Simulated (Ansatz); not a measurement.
Polymorphs of CdTe, each relaxed with plane-wave PAW r²SCAN (Ansatz code):

A: P3_221, a = b = 4.5614 Å, c = 10.4685 Å, α = β = 90.00°, γ = 120.00°

B: rock salt (Fm-3m), a = 6.0834 Å, b = 6.0834 Å, c = 6.0834 Å, α = 90.00°, β = 90.00°, γ = 90.00°

C: zinc blende (F-43m), a = b = c = 6.558 Å, α = β = γ = 90.00°

D: CsCl type (Pm-3m), a = b = c = 3.769 Å, α = β = γ = 90.00°

E: P-6m2, a = b = 4.2241 Å, c = 3.7790 Å, α = β = 90.00°, γ = 120.00°

Rank these by energy per atom at 0 K (lowest first), as r²SCAN gives it.

C (+0 meV/atom), A (+97 meV/atom), B (+168 meV/atom), E (+368 meV/atom), D (+634 meV/atom)

Give each one's gap.

A 0.60 eV; B no gap; C 1.16 eV; D no gap; E no gap.

Constructed cells (a structure type filled with these elements, in neither database checked): E. Typed or built starts, not in the databases checked: A; D. Not the usual ambient phase: A; B; D; E. Unstable at this level: D. All cells were relaxed under the symmetry of their starts (and spin orders); stability against distortions was not tested throughout. Scalar-relativistic: spin–orbit coupling is off unless named, which matters more the heavier the elements.

Energies hold the estimated change up to a 700 eV cutoff; steps of a few meV lie near the error of the meshes.

Potentials: the later of the program's two PAW sets.
